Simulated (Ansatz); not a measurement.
AlN:
```yaml
crystal:
  lattice:
    - [0.00000, 2.01881, 2.01881]
    - [2.01881, 0.00000, 2.01881]
    - [2.01881, 2.01881, 0.00000]
  atoms:
    - { symbol: Al, position: [0.00000, 0.00000, 0.00000] }
    - { symbol: N, position: [0.50000, 0.50000, 0.50000] }
```

Relaxed with r²SCAN. Special points in fractions of this cell's reciprocal vectors: Γ (0.000, 0.000, 0.000); X (0.500, 0.000, 0.500); U (0.625, 0.250, 0.625); K (0.375, 0.375, 0.750); L (0.500, 0.500, 0.500); W (0.500, 0.250, 0.750).

Task: List the band energies nearest the valence-band maximum at these points for the program Ansatz at the r²SCAN level (PAW).

Result: In eV from the valence-band maximum; about four levels below and three above (degenerate sets whole), none deeper than 8.9 eV; … stands for higher levels left out; points with the same levels are listed once.

```csv
k,below,above
Γ,0.00 0.00 0.00,6.53 …
X,-7.57 -2.90 -2.90,5.52 6.01 15.43
U,-6.68 -5.55 -2.39,6.74 10.19 14.01
L,-8.46 -1.15 -1.15,6.94 11.97 11.97
W,-5.84 -5.84 -3.95,9.09 11.70 11.70
```

Space group Fm-3m (rock salt). This is a known high-pressure phase of the composition, computed here at zero pressure and temperature. The cell was relaxed with r²SCAN under the symmetry of its start; its stability against distortions is not shown here. The volume moved by -17 % from the start of the relaxation.

Potentials: the later of the program's two PAW sets.
